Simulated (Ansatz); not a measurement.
SiO2 in space group P3_221 (No. 154; Si on 3a, O on 6c), DFT-PBEsol in the program Ansatz with PAW potentials. The conduction-band minimum lies at Γ, with 1 equivalent valley. Second derivatives d²E/dk² of the lowest band at one valley (eV·Å²), along Cartesian directions:

```csv
direction,d²E/dk²
[100],15.22
[010],15.22
[001],15.62
[110],15.22
[101],15.42
[011],15.42
```

Find the principal effective masses, the density-of-states mass and the conductivity mass.

Off-diagonal terms follow from H_xy = H[110] − (H_xx + H_yy)/2, and m*/mₑ = 7.620 eV·Å² over each eigenvalue: 0.49, 0.50, 0.50. One valley's DOS mass (m₁m₂m₃)^(1/3) = 0.50, conductivity mass 3/(Σ 1/mᵢ) = 0.50 mₑ.

What effective density of states Nc follows at 300 K for parabolic valleys?

Nc = 2.509e19 × 1 × (0.50)^(3/2) ≈ 8.9e18 cm⁻³.

Symmetry was held in the PBEsol relaxation.

Potentials: the later of the program's two PAW sets.

Edges and masses are those of Kohn–Sham bands, whose gap is no quasiparticle gap.
